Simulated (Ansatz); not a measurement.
Simulated powder pattern, Cu Kα, λ = 1.54184 Å (kinematic, ideal powder, no thermal factors, no anomalous dispersion; the 30 strongest lines at most, above 1 %, up to 2θ = 90°):

```csv
2θ (°),d (Å),I/Imax (%)
8.56,10.333,100
17.16,5.167,2.7
25.87,3.444,22
34.73,2.583,3.5
35.85,2.505,5.2
36.13,2.486,2.7
36.93,2.434,10
38.24,2.354,31
40.01,2.254,2.4
42.19,2.142,16
44.74,2.026,1.7
47.61,1.910,3.3
50.77,1.798,4.1
53.18,1.722,1.6
54.19,1.693,10
61.72,1.503,9.3
62.97,1.476,1.8
64.44,1.446,8.4
65.14,1.432,3.3
70.65,1.333,6.8
74.63,1.272,2.6
75.32,1.262,2.8
77.47,1.232,3.9
80.07,1.198,2.3
88.24,1.107,2.2
89.05,1.099,2.5
89.64,1.094,2.5
```

The pattern belongs to a structure relaxed with PBE+D3(BJ) in the plane-wave PAW code Ansatz.

Task: Which of these materials gives this?
A. MoS2, P6_3/mmc (Mo on 2b, S on 4f)
B. Si2MoN4, P6_3/mmc (Mo on 2c, N on 4f, Si on 4f, N on 4e)
C. BN, P6_3mc (Pearson symbol hP12)
D. MoSe2, P6_3/mmc (Mo on 2c, Se on 4f)

Result: B, Si2MoN4, P6_3/mmc (Mo on 2c, N on 4f, Si on 4f, N on 4e)

Task: Give the lattice parameters.

Result: a = 2.892 Å, c = 20.666 Å.

The start of the workflow was typed in or built on a structure type; neither database checked (COD, Materials Project) lists it. Whether it is the stable phase at ambient conditions was not checked. The PBE+D3(BJ) relaxation kept the symmetry of its start; whether a distortion lowers the energy is not shown. The workflow began spin-polarised and lost its moments.

Potentials: the earlier of the program's two PAW sets.
